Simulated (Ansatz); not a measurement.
Lattice vibrations of SnO at Γ

Level of theory: DFT PBE, scalar-relativistic, plane waves, PAW in Ansatz. Plane waves to 420 eV; Γ-centred k mesh 10×10×8; fixed occupations. No spin polarisation. Phonons by linear response, acoustic sum rule imposed.

Relaxed structure:
```
Sn O
1.0
     3.86801    0.00000    0.00000
     0.00000    3.86801    0.00000
     0.00000    0.00000    5.07282
Sn O
2 2
Direct
  0.50000 0.00000 0.22853
  0.00000 0.50000 0.77147
  0.00000 0.00000 0.00000
  0.50000 0.50000 0.00000
```

Spin–orbit coupling is left out, which matters for heavy elements.

Optical modes at Γ (transverse, no macroscopic field); i marks an imaginary frequency:
```json
{"frequency (THz)": "3.13", "degeneracy": "2", "IR intensity of the level ((D/Å)²/amu)": "0.00", "Raman activity of the level (Å⁴/amu)": "97.7"}
{"frequency (THz)": "6.00", "degeneracy": "1", "IR intensity of the level ((D/Å)²/amu)": "0.00", "Raman activity of the level (Å⁴/amu)": "370.0"}
{"frequency (THz)": "7.18", "degeneracy": "2", "IR intensity of the level ((D/Å)²/amu)": "60.41", "Raman activity of the level (Å⁴/amu)": "0.0"}
{"frequency (THz)": "9.79", "degeneracy": "1", "IR intensity of the level ((D/Å)²/amu)": "0.00", "Raman activity of the level (Å⁴/amu)": "25.3"}
{"frequency (THz)": "11.08", "degeneracy": "1", "IR intensity of the level ((D/Å)²/amu)": "24.33", "Raman activity of the level (Å⁴/amu)": "0.0"}
{"frequency (THz)": "12.86", "degeneracy": "2", "IR intensity of the level ((D/Å)²/amu)": "0.00", "Raman activity of the level (Å⁴/amu)": "0.9"}
```

All 9 optical modes at Γ are real: no displacement of atoms at fixed cell lowers the energy to second order. Strains and modes at other wave vectors aren't tested by this run.

* Electronic dielectric constant ε∞ (principal values): 6.74, 7.27, 7.27
* Static dielectric constant ε0 (principal values): 11.7, 22.1, 22.1
* Refractive index √ε∞, mean: 2.66
* Kohn–Sham gap on the mesh: 0.50 eV
* Cost: 23 min on 1 thread of AMD EPYC 7R43 64-Core Processor (Zen 3) (shared host), peak memory 2.1 GiB

Born effective charges (e):
| atom | Z*xx | Z*yy | Z*zz | mean |
| --- | --- | --- | --- | --- |
| Sn (atom 1) | 3.04 | 3.04 | 2.73 | 2.93 |
| O (atom 3) | -3.04 | -3.04 | -2.73 | -2.93 |